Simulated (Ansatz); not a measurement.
**AlFe: which magnetic order is lowest?**

```
CELL_PARAMETERS angstrom
5.82000 0.00000 0.00000
0.00000 2.91000 0.00000
0.00000 0.00000 2.91000
ATOMIC_POSITIONS crystal
Al 0.00000 0.00000 0.00000
Fe 0.25000 0.50000 0.50000
Al 0.50000 0.00000 0.00000
Fe 0.75000 0.50000 0.50000
```

All energies were calculated with Ansatz 0.2.0 (r2SCAN; 500 eV; 5×10×10 Γ-centred mesh; fermi-dirac occupations of width 0.050 eV). The atoms are fixed and numbered as listed; spin is collinear, without spin-orbit coupling.

Different starts of the self-consistent cycle ended in different solutions. Their moments in μB:

```tsv
state	Fe2	Fe4	other atoms together	size of the net moment a cell
A	2.06	-2.06	0.00	0.00
B	0.00	0.00	0.00	0.00
C	2.19	2.19	-0.17	4.05
```

Site moments are taken in small spheres that don't touch (radius about 0.4 of the atom's shortest bond), so those of the magnetic atoms read low, and they needn't add up to the net moment. State B was run without spin polarisation.

What is the order in energy at zero smearing?

State A (antiparallel, compensated) is lowest; C (parallel moments) lies 27 meV above it, B (without moments) lies 91 meV above it, all counted an atom of the cell.

Which states have a gap on the mesh, and what pressure does each exert on this cell?

A: no gap, -0.2 GPa; B: no gap, -11.9 GPa; C: no gap, 2.8 GPa (positive in compression). Moments take up room: without them the pressure is lower, so that state wants a smaller cell.

How much does the cell gain by forming moments?

91 meV an atom of the cell, or 181 meV for each Fe atom, against state B, which has none. In a metal like this the level decides whether moments form at all, so this is no ordering energy.

The cell is that of a Crystallography Open Database entry, unchanged but doubled along one cell vector so that moments can oppose.

Caveats: only orders that fit this cell and collinear spins were tried, so the true order may need a larger cell or canted moments; atoms and cell are not relaxed, and each state would relax in its own way; r2SCAN overestimates the moments and magnetic energies of itinerant metals, and can make a paramagnetic metal magnetic; the k mesh is coarse, so differences of a few meV are uncertain where a state is a metal; one start a pattern, so a lower state of the same pattern may exist.
